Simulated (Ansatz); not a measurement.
**Does this entry for AlH4NF4 lie near equilibrium?**

The cell is a Materials Project structure (computed, not necessarily an observed phase), atoms as given.

```yaml
crystal:
  lattice:
    - [5.01459, 0.00000, 0.00000]
    - [0.00000, 5.01459, 0.00000]
    - [0.00000, 0.00000, 12.61718]
  atoms:
    - { symbol: Al, position: [0.00000, 0.50000, 0.50000] }
    - { symbol: Al, position: [0.50000, 0.00000, 0.00000] }
    - { symbol: Al, position: [0.50000, 0.00000, 0.50000] }
    - { symbol: Al, position: [0.00000, 0.50000, 0.00000] }
    - { symbol: H, position: [0.66880, 0.49870, 0.70339] }
    - { symbol: H, position: [0.49870, 0.33120, 0.20339] }
    - { symbol: H, position: [0.83120, 0.99870, 0.70339] }
    - { symbol: H, position: [0.99870, 0.16880, 0.20339] }
    - { symbol: H, position: [0.66880, 0.49870, 0.29661] }
    - { symbol: H, position: [0.49870, 0.33120, 0.79661] }
    - { symbol: H, position: [0.83120, 0.99870, 0.29661] }
    - { symbol: H, position: [0.99870, 0.16880, 0.79661] }
    - { symbol: H, position: [0.33120, 0.50130, 0.29661] }
    - { symbol: H, position: [0.50130, 0.66880, 0.79661] }
    - { symbol: H, position: [0.16880, 0.00130, 0.29661] }
    - { symbol: H, position: [0.00130, 0.83120, 0.79661] }
    - { symbol: H, position: [0.33120, 0.50130, 0.70339] }
    - { symbol: H, position: [0.50130, 0.66880, 0.20339] }
    - { symbol: H, position: [0.16880, 0.00130, 0.70339] }
    - { symbol: H, position: [0.00130, 0.83120, 0.20339] }
    - { symbol: N, position: [0.50000, 0.50000, 0.75000] }
    - { symbol: N, position: [0.50000, 0.50000, 0.25000] }
    - { symbol: N, position: [0.00000, 0.00000, 0.75000] }
    - { symbol: N, position: [0.00000, 0.00000, 0.25000] }
    - { symbol: F, position: [0.00000, 0.50000, 0.64078] }
    - { symbol: F, position: [0.50000, 0.00000, 0.14078] }
    - { symbol: F, position: [0.50000, 0.00000, 0.64078] }
    - { symbol: F, position: [0.00000, 0.50000, 0.14078] }
    - { symbol: F, position: [0.00000, 0.50000, 0.35922] }
    - { symbol: F, position: [0.50000, 0.00000, 0.85922] }
    - { symbol: F, position: [0.50000, 0.00000, 0.35922] }
    - { symbol: F, position: [0.00000, 0.50000, 0.85922] }
    - { symbol: F, position: [0.19985, 0.19950, 0.50000] }
    - { symbol: F, position: [0.19950, 0.80015, 0.00000] }
    - { symbol: F, position: [0.30015, 0.69950, 0.50000] }
    - { symbol: F, position: [0.69950, 0.69985, 0.00000] }
    - { symbol: F, position: [0.80015, 0.80050, 0.50000] }
    - { symbol: F, position: [0.80050, 0.19985, 0.00000] }
    - { symbol: F, position: [0.69985, 0.30050, 0.50000] }
    - { symbol: F, position: [0.30050, 0.30015, 0.00000] }
```

Atoms are numbered from 1 in the order listed; like atoms form one site, named after its first atom.

Method: Kohn–Sham DFT in Ansatz, PBE, plane waves and PAW, scalar-relativistic, 420 eV cutoff, Γ-centred 5×5×2 k-points, Fermi–Dirac smearing 0.02 eV.

**Question.** Do the atoms and the cell lie near the calculated equilibrium?

**Answer.** Not quite. The largest force is 0.25 eV/Å, on atom 25 (F: 1 Al at 1.78 Å; also 4 H at 1.84–2.57 Å), and the pressure is 6.2 GPa. Relaxing the atoms is still advisable, since electric field gradients respond to shifts of a few hundredths of an ångström.
